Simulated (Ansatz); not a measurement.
Relaxed LaTl (CsCl type):

```xyz
2
Lattice="3.9191 0.0000 0.0000 0.0000 3.9191 0.0000 0.0000 0.0000 3.9191" Properties=species:S:1:pos:R:3 pbc="T T T"
La     0.0000     0.0000     0.0000
Tl     1.9596     1.9596     1.9596
```

All values below come from PBEsol (plane waves to 420 eV, PAW, scalar-relativistic; Ansatz, a first-principles code). k mesh 10×10×10 (Γ-centred), Fermi-Dirac smearing 0.05 eV. With partly filled bands, energies and forces of such displacements shift with the k mesh and the smearing. LaTl is run without spin polarisation. LaTl was relaxed with its symmetry unable to fall. Spin-orbit coupling is left out, though Tl is heavy.

One atom of the cell was then moved (with its periodic images), all else fixed, and the forces (eV/Å) came out as:

```tsv
atom	Fx	Fy	Fz
La1	0.000	0.000	1.857
Tl2	0.000	0.000	-1.857
```

With two atoms only their relative shift counts; take Tl2 as fixed.

### Question
Which atom was moved, and by which vector (Å)?

### Answer
La1, by (0.00, 0.00, -0.68), 0.68 Å in all.

(A displaced cell: forces are minus the slopes of the energy, force constants its curvatures, and phonons follow from these.)
